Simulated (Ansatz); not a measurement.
WSe2:
```
CELL_PARAMETERS angstrom
      3.30261     0.00000     0.00000
     -1.65130     2.86014     0.00000
      0.00000     0.00000    13.22733
ATOMIC_POSITIONS crystal
  W  0.66667 0.33333 0.25000
  W  0.33333 0.66667 0.75000
  Se 0.33333 0.66667 0.37578
  Se 0.66667 0.33333 0.62422
  Se 0.66667 0.33333 0.87578
  Se 0.33333 0.66667 0.12422
```

Relaxed with r²SCAN+D4. Special points in fractions of this cell's reciprocal vectors: Γ (0.000, 0.000, 0.000); M (0.500, 0.000, 0.000); K (0.333, 0.333, 0.000); A (0.000, 0.000, 0.500); L (0.500, 0.000, 0.500); H (0.333, 0.333, 0.500).

Problem. List the band energies nearest the valence-band maximum at these points for r²SCAN+D4 (plane waves, PAW; program Ansatz).

Solution. In eV from the valence-band maximum; about four levels below and three above (degenerate sets whole), none deeper than 8.9 eV; points with the same levels are listed once.

```csv
k,below,above
Γ,-1.65 -1.65 -1.32 -1.01 0.00,2.78 2.78 2.82 2.82
M,-1.48 -1.44 -1.31 -1.30,2.22 2.25 2.48
K,-2.71 -2.71 -0.42 -0.23,1.38 1.38 2.23
A,-1.67 -1.67 -1.67 -1.67 -0.25 -0.25,2.79 2.79 2.79 2.79
L,-1.39 -1.39 -1.36 -1.36,2.23 2.23 2.62 2.62
H,-2.83 -2.83 -0.33 -0.33,1.38 1.38 2.69 2.69
```

Space group P6_3/mmc. The cell was relaxed with r²SCAN+D4 under the symmetry of its start; of distortions, only those at the zone centre were tested. The run is not spin-polarised. Spin–orbit coupling is left out wherever it is not named.

Potentials: the later of the program's two PAW sets.
